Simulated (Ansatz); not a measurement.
**Mg₂VCr₃S₈, one structure, two calculations**

Cell: a Materials Project structure (computed, not necessarily an observed phase), atoms as given.

Space group R-3m:H (No. 166); a = 7.2389, c = 17.7020 Å, γ = 120.00°.

| site | Wyckoff | site symmetry | x | y | z |
| --- | --- | --- | --- | --- | --- |
| Mg | 6c | 3m | 0.0000 | 0.0000 | 0.8752 |
| V | 3b | -3m | 0.0000 | 0.0000 | 0.5000 |
| Cr | 9e | .2/m | 0.1667 | 0.3333 | 0.3333 |
| S7 | 6c | 3m | 0.0000 | 0.0000 | 0.7368 |
| S8 | 18h | .m | 0.8502 | 0.7004 | 0.4120 |

One atom of each set is listed; the run and its k-mesh use a cell of 14 atoms with edges of 7.23, 7.23, 7.23 Å.

First run. Level of theory: DFT, PBE, plane waves and PAW, scalar-relativistic, collinear spin, 420 eV cutoff, Γ-centred 5×5×5 k-points, Fermi–Dirac smearing 0.02 eV (Ansatz 0.2.0). Start moments as typed (μB): 2 on each V, 3 on each Cr, none on the rest.

| site | V_zz (10²¹ V/m²) | η | m (μB) |
| --- | --- | --- | --- |
| V | -3.25 | 0.00 | 1.71 |
| Cr | -1.01 | 0.21 | 2.75 |
| S7 | -0.43 | 0.00 | -0.06 |
| S8 | -2.23 | 0.51 | -0.05 |

Second run. The same atoms and settings, except that the mesh is 6×6×6 and the Fermi–Dirac smearing is 0.05 eV.

Task: Given the first result, estimate the second.

Result: 

```json
{"site": "V", "V_zz": "-3.24", "η": "0.00", "change of V_zz": "+0.01", "m (μB)": "1.71"}
{"site": "Cr", "V_zz": "-1.01", "η": "0.19", "change of V_zz": "0.00", "m (μB)": "2.75"}
{"site": "S7", "V_zz": "-0.44", "η": "0.00", "change of V_zz": "-0.01", "m (μB)": "-0.06"}
{"site": "S8", "V_zz": "-2.23", "η": "0.49", "change of V_zz": "0.00", "m (μB)": "-0.05"}
```

No V_zz moves by more than 0.01. Sites with |V_zz| of 0.02 or less aren't listed.

The program didn't check the stability of this electronic state in full, so a lower one may lie near. Semilocal functionals can leave a metal where correlation in the d or f shell opens a gap in the real compound, and that would change the values at and beside Cr and V. All moments are parallel here, as the start or the cell imposes; many such compounds order antiparallel, where fields and spin densities carried over to other atoms largely cancel. The magnetic order is the one that the run reached from its start moments, not necessarily the measured one.
